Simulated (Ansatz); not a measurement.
**Moving the functional in Ta4NiO11**

The cell as given:

```xyz
16
Lattice="1.9549 -14.8297 0.0000 1.9549 14.8297 0.0000 0.0000 0.0000 3.8859" Properties=species:S:1:pos:R:3 pbc="T T T"
Ta    1.9549    8.7682    0.0000
Ta    1.9549  -12.5907    0.0000
Ta    1.9549   12.5907    0.0000
Ta    1.9549   -8.7682    0.0000
Ni    1.9549    0.0000    0.0000
O     1.9549   10.6813    0.0000
O     1.9549   -6.5568    0.0000
O     1.9549    1.8849    0.0000
O     1.9549   -1.8849    0.0000
O     0.0000    0.0000    0.0000
O     1.9549  -10.6813    0.0000
O     1.9549    6.5568    0.0000
O     1.9549  -12.6913    1.9429
O     1.9549   12.6913    1.9429
O     1.9549   -8.7306    1.9429
O     1.9549    8.7306    1.9429
```

The cell comes from a database or a generator and needn't be the stable form of this composition.

Kept alike: task relaxation of cell and atoms; k mesh 5 × 5 × 5; occupations fermi-dirac, width 0.05 eV; collinear spin, ferromagnetic start. Program: Ansatz, Ansatz PAW. Cutoffs run from 420 to 500 eV. The mesh is that of the run's cell of 16 atoms. No spin-orbit coupling.

| run | volume (Å³/atom) | first edge of the run's cell (Å) | third edge of the run's cell (Å) | largest site moment (μB) |
| --- | --- | --- | --- | --- |
| A | 14.073 | 14.946 | 3.885 | 0.31 |
| B | 13.791 | 14.874 | 3.855 | 1.03 |
| C | 14.321 | 15.045 | 3.905 | 0.32 |
| D | 13.428 | 14.692 | 3.834 | 0.29 |
| E | 13.719 | 14.794 | 3.858 | 0.31 |

The relaxations keep at least the cell's symmetry (Cmmm). For a metal such a mesh leaves the last digits unconverged. Relaxations stop with a little pressure left, so the last digits of a volume or edge aren't settled. Ansatz's relaxations hold a Pulay term in the stress (up to 0.8 GPa here). The runs hold the magnetic state that their start led to, which needn't be the lowest. Site moments count inside each atom's sphere or projector. All rows use potentials made for PBE.

Question: The runs differ in the functional (and the cutoff that goes with it) alone: LDA; PBE; PBEsol; RPBE; r2SCAN. Which run is which?

Answer: Run A is PBE; run B is r2SCAN; run C is RPBE; run D is LDA; run E is PBEsol. The volume runs from 13.428 (LDA) to 14.321 Å³/atom (RPBE). From PBE: LDA -0.645; PBEsol -0.354; RPBE +0.248; r2SCAN -0.282. The first edge of the run's cell runs from 14.692 (LDA) to 15.045 Å (RPBE). From PBE: LDA -0.254; PBEsol -0.152; RPBE +0.099; r2SCAN -0.072. The third edge of the run's cell runs from 3.834 (LDA) to 3.905 Å (RPBE). From PBE: LDA -0.051; PBEsol -0.027; RPBE +0.020; r2SCAN -0.030. The largest site moment runs from 0.29 (LDA) to 1.03 μB (r2SCAN). From PBE: LDA -0.02; PBEsol +0.00; RPBE +0.01; r2SCAN +0.72.
